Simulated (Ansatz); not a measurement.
SnO2:
```cif
data_O2Sn
_chemical_formula_sum 'Sn1 O2'
_space_group_name_H-M_alt 'P 1'
_space_group_IT_number 1
_cell_length_a 3.21643
_cell_length_b 3.21643
_cell_length_c 4.59343
_cell_angle_alpha 90.000
_cell_angle_beta 90.000
_cell_angle_gamma 120.000
loop_
_space_group_symop_operation_xyz
  'x, y, z'
loop_
_atom_site_label
_atom_site_type_symbol
_atom_site_fract_x
_atom_site_fract_y
_atom_site_fract_z
_atom_site_occupancy
Sn1 Sn 0.00000 0.00000 0.00000 1
O1 O 0.33333 0.66667 0.22003 1
O2 O 0.66667 0.33333 0.77997 1
```

This is the PBE+D3(BJ)-relaxed structure.

Question: All from PBE+D3(BJ) (plane waves, PAW; program Ansatz), unless another level is named. Predict the zero-point energy.

Answer: 66.5 meV/atom.

Question: Next, the bulk modulus (Birch–Murnaghan fit)?

Answer: 29.8 GPa.

Question: Give the highest zone-centre frequency (without LO–TO term).

Answer: 488 cm^-1.

Question: And the vibrational entropy at 300 K?

Answer: 19.3 J/(K·mol of atoms).

Space group P-3m1 (CdI2 type). A made-up cell: these elements were put on the sites of a structure type; neither database checked (COD, Materials Project) lists it. It is not the phase usual at ambient conditions (space group No. 136). The PBE+D3(BJ) relaxation kept the symmetry of its start; phonons on a q-mesh show no instability. Spin–orbit coupling is left out wherever it is not named.

Potentials: the later of the program's two PAW sets.
